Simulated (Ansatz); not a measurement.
Space group Im-3m (No. 229). a = 5.609 Å, b = 5.609 Å, c = 5.609 Å, α = 90.00°, β = 90.00°, γ = 90.00°
| atom | site | symmetry | x | y | z |
| --- | --- | --- | --- | --- | --- |
| Fe | 2a | m-3m | 0.0000 | 0.0000 | 0.0000 |
| Fe | 8c | .-3m | 0.2500 | 0.2500 | 0.7500 |
| Co | 6b | 4/mm.m | 0.5000 | 0.0000 | 0.0000 |

Equation of state of this Fe5Co3 structure (not necessarily the ground state), with shape and atoms relaxed at each volume where symmetry leaves them free. It has no gap at any of these volumes. These are results of Ansatz 0.2.0, DFT PBEsol, scalar-relativistic, plane waves, PAW, not measurements.

Cutoff 420 eV; k points 10×10×10 on the computed 8-atom cell (Γ-centred); Gaussian smearing, width 0.10 eV; collinear spin.

| V (Å³/atom) | E − E(largest V) (meV/atom) | P (GPa) |
| --- | --- | --- |
| 9.706 | 72.88 | 36.45 |
| 10.037 | 8.87 | 25.36 |
| 10.368 | -33.67 | 15.67 |
| 10.699 | -57.37 | 7.26 |
| 11.029 | -64.85 | 0.00 |
| 11.360 | -58.34 | -6.24 |
| 11.691 | -39.88 | -11.52 |
| 12.132 | 0.00 | -17.23 |

Task: Fit a third-order Birch–Murnaghan equation to E(V).

Result: V0 = 11.03 Å³/atom, B0 = 223 GPa, B0' = 4.0.

Only parallel moments were tried here.

Cost: 8 runs of about 15 core-minutes in all, on Intel Xeon Platinum 8375C (Ice Lake) (shared hosts).